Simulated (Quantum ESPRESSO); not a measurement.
# Al2ZnSiN4: finding a planted mistake in a log

A calculation, not a measurement. The program is pw.x of Quantum ESPRESSO 7.5 (plane-wave density functional theory). The cell is made up: 8 atoms on a wurtzite lattice, with randomly drawn elements, strain and displacements, not relaxed. PseudoDojo standard norm-conserving files (v0.5 for PBE, v0.4.1 for LDA and PBEsol) set the functional; there is no spin polarisation, spin-orbit coupling or dispersion term, and the masses in the input are unused placeholders.

Intended input:

```
&control calculation='scf', pseudo_dir='./dojo.nc.sr.pbe.v0_5.standard.upf', outdir='./o', disk_io='medium', tprnfor=.true., tstress=.true. /
&system ibrav=0, nat=8, ntyp=4, nbnd=31, ecutwfc=84.00895049, nosym=.true., tot_charge=0,
 occupations='smearing', smearing='fd', degauss=0.0018374661
/
&electrons conv_thr=7.350e-09, electron_maxstep=60, /
ATOMIC_SPECIES
Al 1.0 Al.upf
N 1.0 N.upf
Si 1.0 Si.upf
Zn 1.0 Zn.upf
CELL_PARAMETERS angstrom
2.9753 -0.0245 0.0057
-0.0424 5.3043 0.0379
0.0093 0.0357 4.9648
ATOMIC_POSITIONS angstrom
Al -0.0145 0.0453 0.0368
Al 1.4683 2.6321 0.0339
Zn 1.4928 0.9484 2.4495
Si -0.0496 3.52 2.5453
N 0.0151 -0.032 1.8663
N 1.4812 2.6355 1.8523
N 1.5101 0.9758 4.3167
N -0.0279 3.5842 4.3769
K_POINTS automatic
6 4 4 1 1 1
```

The log is shortened where brackets say so; the opening notice, blank lines, dates and the lines on written files are dropped, and the path of the files is cut. It prints rydbergs, bohrs and kilobars, and counts compression as positive stress.

Log of the intended run:

```
     Program PWSCF v.7.5
     Parallel version (MPI & OpenMP), running on       1 processor cores
     Number of MPI processes:                 1
     Threads/MPI process:                     1
     [start-up lines left out]
     bravais-lattice index     =            0
     lattice parameter (alat)  =       5.6227  a.u.
     unit-cell volume          =     528.6943 (a.u.)^3
     number of atoms/cell      =            8
     number of atomic types    =            4
     number of electrons       =        50.00
     number of Kohn-Sham states=           31
     kinetic-energy cutoff     =      84.0090  Ry
     charge density cutoff     =     336.0358  Ry
     scf convergence threshold =      7.3E-09
     mixing beta               =       0.7000
     number of iterations used =            8  plain     mixing
     Exchange-correlation= PBE
                           (   1   4   3   4   0   0   0)
     [axes and pseudopotential details left out]
   Cartesian axes
     site n.     atom                  positions (alat units)
         1        Al     tau(   1) = (  -0.0048733   0.0152248   0.0123681  )
         2        Al     tau(   2) = (   0.4934788   0.8846187   0.0113934  )
         3        Zn     tau(   3) = (   0.5017130   0.3187464   0.8232489  )
         4        Si     tau(   4) = (  -0.0166700   1.1830317   0.8554462  )
         5        N      tau(   5) = (   0.0050749  -0.0107548   0.6272421  )
         6        N      tau(   6) = (   0.4978144   0.8857614   0.6225368  )
         7        N      tau(   7) = (   0.5075273   0.3279552   1.4507934  )
         8        N      tau(   8) = (  -0.0093769   1.2046086   1.4710260  )
     number of k points=    48  Fermi-Dirac smearing, width (Ry)=  0.0018
                       cart. coord. in units 2pi/alat
        k(    1) = (   0.0837726   0.0702569   0.0742504), wk =   0.0416667
        k(    2) = (   0.0834767   0.0691840   0.2240838), wk =   0.0416667
     [further k points left out]
     Dense  grid:    55047 G-vectors     FFT dimensions: (  36,  60,  60)
     Estimated max dynamical RAM per process >      70.11 MB
     Initial potential from superposition of free atoms
     starting charge      49.9943, renormalised to      50.0000
     Starting wfcs are   38 randomized atomic wfcs
     total cpu time spent up to now is        5.9 secs
     per-process dynamical memory:    44.0 Mb
     Self-consistent Calculation
     iteration #  1     ecut=    84.01 Ry     beta= 0.70
     Davidson diagonalization with overlap
     ethr =  1.00E-02,  avg # of iterations =  3.0
     total cpu time spent up to now is       18.5 secs
     total energy              =    -518.25881469 Ry
     estimated scf accuracy    <       2.34186416 Ry
     iteration #  2     ecut=    84.01 Ry     beta= 0.70
     Davidson diagonalization with overlap
     ethr =  4.68E-03,  avg # of iterations =  2.9
     total cpu time spent up to now is       31.3 secs
     total energy              =    -518.94185128 Ry
     estimated scf accuracy    <       1.77714692 Ry
     [iterations 3 to 9 left out]
     iteration # 10     ecut=    84.01 Ry     beta= 0.70
     Davidson diagonalization with overlap
     ethr =  6.33E-09,  avg # of iterations =  2.0
     total cpu time spent up to now is      121.6 secs
     total energy              =    -519.26841824 Ry
     estimated scf accuracy    <       0.00000018 Ry
     iteration # 11     ecut=    84.01 Ry     beta= 0.70
     Davidson diagonalization with overlap
     ethr =  3.50E-10,  avg # of iterations =  2.8
     total cpu time spent up to now is      131.4 secs
     End of self-consistent calculation
     [lines on levels left out]
!    total energy              =    -519.26841829 Ry
     estimated scf accuracy    <          5.6E-09 Ry
     smearing contrib. (-TS)   =       0.00000000 Ry
     internal energy E=F+TS    =    -519.26841829 Ry
     The total energy is F=E-TS. E is the sum of the following terms:
     one-electron contribution =    -414.03304675 Ry
     hartree contribution      =     233.67141426 Ry
     xc contribution           =     -77.87003577 Ry
     ewald contribution        =    -261.03675004 Ry
     convergence has been achieved in  11 iterations
     Forces acting on atoms (cartesian axes, Ry/au):
     atom    1 type  1   force =     0.01303183    0.02216133   -0.04207436
     atom    2 type  1   force =    -0.01589016   -0.02935907   -0.04531165
     atom    3 type  4   force =     0.00915724   -0.09322290    0.03683542
     atom    4 type  3   force =     0.02102889    0.10440189   -0.03540706
     atom    5 type  2   force =    -0.01246442   -0.19215865   -0.00728943
     atom    6 type  2   force =    -0.01880182    0.19941628    0.05550945
     atom    7 type  2   force =    -0.01222787   -0.02001175    0.12047974
     atom    8 type  2   force =     0.01616632    0.00877288   -0.08274210
     Total force =     0.361816     Total SCF correction =     0.000356
     Computing stress (Cartesian axis) and pressure
          total   stress  (Ry/bohr**3)                   (kbar)     P=      192.16
   0.00145673   0.00019472   0.00002284          214.29       28.64        3.36
   0.00019472   0.00123772  -0.00012443           28.64      182.07      -18.30
   0.00002284  -0.00012443   0.00122432            3.36      -18.30      180.10
     init_run     :      5.24s CPU      5.76s WALL (       1 calls)
     electrons    :    117.46s CPU    125.51s WALL (       1 calls)
     forces       :      1.79s CPU      1.81s WALL (       1 calls)
     stress       :      6.77s CPU      6.81s WALL (       1 calls)
     [timing details left out]
     PWSCF        :   2m11.41s CPU   2m20.13s WALL
     JOB DONE.
```

A second run was made from an input with one planted mistake. Its log:

```
     Program PWSCF v.7.5
     Parallel version (MPI & OpenMP), running on       1 processor cores
     Number of MPI processes:                 1
     Threads/MPI process:                     1
     [start-up lines left out]
     bravais-lattice index     =            0
     lattice parameter (alat)  =       5.6227  a.u.
     unit-cell volume          =     528.6943 (a.u.)^3
     number of atoms/cell      =            8
     number of atomic types    =            4
     number of electrons       =        50.00
     number of Kohn-Sham states=           31
     kinetic-energy cutoff     =      84.0090  Ry
     charge density cutoff     =     336.0358  Ry
     scf convergence threshold =      7.3E-09
     mixing beta               =       0.7000
     number of iterations used =            8  plain     mixing
     Exchange-correlation= PBE
                           (   1   4   3   4   0   0   0)
     [axes and pseudopotential details left out]
   Cartesian axes
     site n.     atom                  positions (alat units)
         1        Al     tau(   1) = (  -0.0048733   0.0152248   0.0123681  )
         2        Zn     tau(   2) = (   0.4934788   0.8846187   0.0113934  )
         3        Al     tau(   3) = (   0.5017130   0.3187464   0.8232489  )
         4        Si     tau(   4) = (  -0.0166700   1.1830317   0.8554462  )
         5        N      tau(   5) = (   0.0050749  -0.0107548   0.6272421  )
         6        N      tau(   6) = (   0.4978144   0.8857614   0.6225368  )
         7        N      tau(   7) = (   0.5075273   0.3279552   1.4507934  )
         8        N      tau(   8) = (  -0.0093769   1.2046086   1.4710260  )
     number of k points=    48  Fermi-Dirac smearing, width (Ry)=  0.0018
                       cart. coord. in units 2pi/alat
        k(    1) = (   0.0837726   0.0702569   0.0742504), wk =   0.0416667
        k(    2) = (   0.0834767   0.0691840   0.2240838), wk =   0.0416667
     [further k points left out]
     Dense  grid:    55047 G-vectors     FFT dimensions: (  36,  60,  60)
     Estimated max dynamical RAM per process >      70.11 MB
     Initial potential from superposition of free atoms
     starting charge      49.9943, renormalised to      50.0000
     Starting wfcs are   38 randomized atomic wfcs
     total cpu time spent up to now is        5.4 secs
     per-process dynamical memory:    44.0 Mb
     Self-consistent Calculation
     iteration #  1     ecut=    84.01 Ry     beta= 0.70
     Davidson diagonalization with overlap
     ethr =  1.00E-02,  avg # of iterations =  3.0
     total cpu time spent up to now is       16.3 secs
     total energy              =    -518.24992511 Ry
     estimated scf accuracy    <       2.32318515 Ry
     iteration #  2     ecut=    84.01 Ry     beta= 0.70
     Davidson diagonalization with overlap
     ethr =  4.65E-03,  avg # of iterations =  3.2
     total cpu time spent up to now is       27.7 secs
     total energy              =    -518.94097091 Ry
     estimated scf accuracy    <       1.70004169 Ry
     [iterations 3 to 10 left out]
     iteration # 11     ecut=    84.01 Ry     beta= 0.70
     Davidson diagonalization with overlap
     ethr =  1.54E-10,  avg # of iterations =  2.9
     total cpu time spent up to now is      136.8 secs
     total energy              =    -519.24850831 Ry
     estimated scf accuracy    <          7.6E-09 Ry
     iteration # 12     ecut=    84.01 Ry     beta= 0.70
     Davidson diagonalization with overlap
     ethr =  1.51E-11,  avg # of iterations =  2.0
     total cpu time spent up to now is      147.8 secs
     End of self-consistent calculation
     [lines on levels left out]
!    total energy              =    -519.24850831 Ry
     estimated scf accuracy    <          1.1E-09 Ry
     smearing contrib. (-TS)   =      -0.00000000 Ry
     internal energy E=F+TS    =    -519.24850831 Ry
     The total energy is F=E-TS. E is the sum of the following terms:
     one-electron contribution =    -418.32727241 Ry
     hartree contribution      =     235.91525506 Ry
     xc contribution           =     -77.86919053 Ry
     ewald contribution        =    -258.96730044 Ry
     convergence has been achieved in  12 iterations
     Forces acting on atoms (cartesian axes, Ry/au):
     atom    1 type  1   force =     0.01342742   -0.01887148   -0.11108326
     atom    2 type  4   force =    -0.02416076    0.01129856   -0.04103892
     atom    3 type  1   force =     0.00561286   -0.08430900    0.08029799
     atom    4 type  3   force =     0.02103454    0.05039358    0.07170405
     atom    5 type  2   force =    -0.01024193   -0.05719897    0.02720122
     atom    6 type  2   force =    -0.01659315    0.11079042    0.15833917
     atom    7 type  2   force =    -0.01023411   -0.12919618   -0.01805438
     atom    8 type  2   force =     0.02115514    0.11709307   -0.16736588
     Total force =     0.371500     Total SCF correction =     0.000050
     Computing stress (Cartesian axis) and pressure
          total   stress  (Ry/bohr**3)                   (kbar)     P=      194.87
   0.00153654   0.00019031  -0.00000598          226.03       28.00       -0.88
   0.00019031   0.00133191  -0.00015372           28.00      195.93      -22.61
  -0.00000598  -0.00015372   0.00110563           -0.88      -22.61      162.64
     init_run     :      4.89s CPU      5.27s WALL (       1 calls)
     electrons    :    132.37s CPU    142.35s WALL (       1 calls)
     forces       :      2.96s CPU      3.00s WALL (       1 calls)
     stress       :      9.26s CPU      9.31s WALL (       1 calls)
     [timing details left out]
     PWSCF        :   2m29.65s CPU   2m40.18s WALL
     JOB DONE.
```

Question: what was wrong in the second input?

Answer: two atoms have their elements exchanged. The input lines that differ, file-writing options aside:

```
- Al 1.4683 2.6321 0.0339
+ Zn 1.4683 2.6321 0.0339
- Zn 1.4928 0.9484 2.4495
+ Al 1.4928 0.9484 2.4495
```

|  | intended run | run with the mistake |
| --- | --- | --- |
| free energy (eV) | -7065.007 | -7064.736 |
| smearing term -TS (eV) | 0.0000 | 0.0000 |
| pressure (GPa) | 19.22 | 19.49 |
| largest force component (eV/Å) | 5.127 | 4.303 |
| largest change of a force component (eV/Å) |  | 3.562 |
| iterations | 11 | 12 |

For scale, a rerun of the intended cell at 1437 eV and a 8 x 6 x 6 mesh moved values by no more than 0.002 eV in energy, 0.04 GPa in stress and 0.003 eV/Å in force.